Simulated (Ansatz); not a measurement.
TaCuN$_{2}$:
```
TaCuN2
1.0
    1.56085     0.90116     5.78056
   -1.56085     0.90116     5.78056
    0.00000    -1.80232     5.78056
Ta Cu N
1 1 2
Direct
  0.50000   0.50000   0.50000
  0.00000   0.00000   0.00000
  0.10557   0.10557   0.10557
  0.89443   0.89443   0.89443
```

Relaxed with PBEsol. Special points in fractions of this cell's reciprocal vectors: Γ (0.000, 0.000, 0.000); T (0.500, 0.500, 0.500); H2 (0.817, 0.183, 0.500); H0 (0.500, -0.183, 0.183); L (0.500, 0.000, 0.000); S0 (0.341, -0.341, 0.000); S2 (0.659, 0.000, 0.341); F (0.500, 0.000, 0.500).

### Question
List the band energies nearest the valence-band maximum at these points for PBEsol with spin–orbit coupling (plane waves, PAW; program Ansatz).

### Answer
In eV from the valence-band maximum; about four levels below and three above (degenerate sets whole), none deeper than 8.9 eV; points with the same levels are listed once.

```tsv
k	below	above
Γ	-1.21 -1.21 -1.07 -1.07	1.02 1.02 1.21 1.21
T	-0.14 -0.14 0.00 0.00	1.07 1.07 1.12 1.12
H2	-1.10 -1.10 -0.68 -0.68	1.39 1.39 2.93 2.93
L	-0.67 -0.67 -0.43 -0.43	0.31 0.31 3.07 3.07
S0	-1.04 -1.04 -0.68 -0.68	1.36 1.36 3.03 3.03
F	-1.56 -1.56 -0.99 -0.99	1.12 1.12 3.17 3.17
```

Space group R-3m. The workflow started from a Materials Project entry (that database holds measured and hypothetical structures alike); the Crystallography Open Database files this formula in space group No. 166, but the cells were not matched. Its standing as an ambient phase is unchecked. Symmetry was held in the PBEsol relaxation; its stability against distortions is not shown here. No spin polarisation was allowed.

Potentials: the later of the program's two PAW sets.
